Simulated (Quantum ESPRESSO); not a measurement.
```xyz
3
Lattice="3.7100 0.0000 0.0000 -1.8550 3.2129 0.0000 0.0000 0.0000 15.6000" Properties=species:S:1:pos:R:3 pbc="T T T"
Se     1.8550     1.0710    -1.3212
Se     0.0000     2.1419     1.3212
Pt     0.0000     0.0000     0.0000
```

The layer was cut from Materials Project entry mp-1115 and relaxed with PBE+D3(BJ) in a cell 15.6 Å high, with the Coulomb interaction truncated along z.

**Question.** What does PBE (stringent potentials; Quantum ESPRESSO, PseudoDojo norm-conserving, 104 Ry, no spin-orbit coupling) give for the electronic structure near the Fermi level?

**Answer.** The PBE gap is indirect, 1.37 eV, from 11 % of the way from Γ to M to 44 % of the way from Γ to M; the smallest direct gap is 1.59 eV. The valence-band maximum lies 5.66 eV below the vacuum level. Spin-orbit coupling is left out, which matters for elements this heavy: edges can move by tenths of an eV.
